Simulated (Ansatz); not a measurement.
Consider the following.

Te (trigonal-Te type, space group P3_121)

```yaml
crystal:
  lattice:
    - [4.62412, 0.00000, 0.00000]
    - [-2.31206, 4.00460, 0.00000]
    - [0.00000, 0.00000, 5.90339]
  atoms:
    - { symbol: Te, position: [0.25335, 0.00000, 0.33333] }
    - { symbol: Te, position: [0.00000, 0.25335, 0.66667] }
    - { symbol: Te, position: [0.74665, 0.74665, 0.00000] }
```

In this cell atom 2 (Te, nearest neighbour Te at 2.827 Å; its periodic images, 4.6 Å or more away, move with it) is moved by u·(1.000, 0.000, 0.000) + v·(0.000, 1.000, 0.000); the rest is frozen.

Computed with r2SCAN (plane waves to 500 eV, PAW, scalar-relativistic; Ansatz, a quantum-chemistry and plane-wave program). k mesh 7×7×5 (Γ-centred), Fermi-Dirac smearing 0.05 eV. E stands for the smeared free energy. As the smearing reaches across the gap at some points, energies and forces of such displacements shift with the k mesh and the smearing. Spin-orbit coupling is left out, though Te is heavy. Te was relaxed with its symmetry unable to fall. The zero of ΔE is the undisplaced structure. Axes are in Å.

The scan covers u from -0.420 to 0.420 Å in 7 points and v from -0.420 to 0.420 Å in 7 points.

**Question.** In which direction of the plane is the atom held most weakly?

**Answer.** 30° from u towards v.

**Question.** What are the two principal curvatures of the energy at the centre?

**Answer.** 2.6 and 4.2 eV/Å².

(A displaced cell: forces are minus the slopes of the energy, force constants its curvatures, and phonons follow from these.)
